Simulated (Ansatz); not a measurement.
**LaScSi with scf.occupations, scf.max_iter changed**

Computed with the plane-wave PAW code Ansatz (scalar-relativistic, PAW set soft_2): PBEsol, no spin polarisation, 420 eV cutoff, k-mesh 10×10×10. These are the settings of the reference run.

Cell:

```cif
data_structure
_symmetry_space_group_name_H-M 'P 1'
_symmetry_Int_Tables_number 1
_cell_length_a 8.5215
_cell_length_b 8.5215
_cell_length_c 8.5215
_cell_angle_alpha 150.917
_cell_angle_beta 150.917
_cell_angle_gamma 41.598
_cell_volume 145.88
loop_
_atom_site_label
_atom_site_type_symbol
_atom_site_fract_x
_atom_site_fract_y
_atom_site_fract_z
_atom_site_occupancy
La1 La 0.32249 0.32249 0.00000 1
La2 La 0.67751 0.67751 0.00000 1
Sc1 Sc 0.50000 0.00000 0.50000 1
Sc2 Sc 0.00000 0.50000 0.50000 1
Si1 Si 0.11822 0.11822 0.00000 1
Si2 Si 0.88178 0.88178 0.00000 1
```

The reference run of this cell is solved again as a single point with these keys changed:

| key | reference run | changed run |
| --- | --- | --- |
| scf.occupations | {method: gaussian, width: 0.05} | {method: fixed} |
| scf.max_iter | not typed | 75 |

Does this change matter?



```
                                    quantity  reference run  changed run
energy, changed less reference (meV an atom)              0          9.2
                              pressure (GPa)            0.0          0.1
                        largest force (eV/Å)           0.00         0.03
                        gap on the mesh (eV)           0.00         0.00
```

The energy moves by 9.2 meV an atom (0.06 eV for the cell). It took 10 iterations from the trained starting density. The change was made on purpose as a fault (fixed occupations whatever the gap); the changed values aren't properties of LaScSi.

Caveats: a single point, atoms not relaxed again.
